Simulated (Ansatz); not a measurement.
Hf$_{2}$S: computed property card

Hf2S:
```
Hf2S
1.0
    3.31926     0.00000     0.00000
   -1.65963     2.87456     0.00000
    0.00000     0.00000    11.56244
Hf S
4 2
Direct
  0.66667   0.33333   0.89876
  0.33333   0.66667   0.10124
  0.33333   0.66667   0.39876
  0.66667   0.33333   0.60124
  0.00000   0.00000   0.75000
  0.00000   0.00000   0.25000
```

Space group P6_3/mmc (No. 194); conventional cell a = b = 3.3193 Å, c = 11.5624 Å, α = β = 90.00°, γ = 120.00°.

Method: DFT-LDA in the program Ansatz with PAW potentials. Structure relaxed to zero pressure with the same functional. Other levels are named where they apply.

Cell and energy:

- Volume per atom = 18.39 Å³
- Density = 11.71 g/cm³
- Formation energy from the elements (no fitted shifts) = -1.14 eV/atom

Electronic structure:

- Electronic character: metallic (no gap)
- Density of states at the Fermi level: 0.42 states/eV per atom (mean over ±0.08 eV)

Mechanics:

- Bulk modulus (Birch–Murnaghan fit): 148 GPa
- Pressure derivative B′: 3.8

Phonons:

* **Highest zone-centre frequency**: 41.2 meV
* **Zone-centre stability**: no imaginary mode at Γ

The workflow started from a Materials Project entry (that database holds measured and hypothetical structures alike); the Crystallography Open Database copy checked does not list it. Whether it is the stable phase at ambient conditions was not checked. Symmetry was held in the LDA relaxation. The run is not spin-polarised. As this level gives no gap, phonon frequencies hold no LO–TO term and depend on the k-mesh and smearing (Fermi–Dirac, 0.1 eV here). The references are the lowest solids computed at this level, not always the standard phases. Scalar-relativistic: spin–orbit coupling is off unless named, which matters more the heavier the elements.

Potentials: the later of the program's two PAW sets.
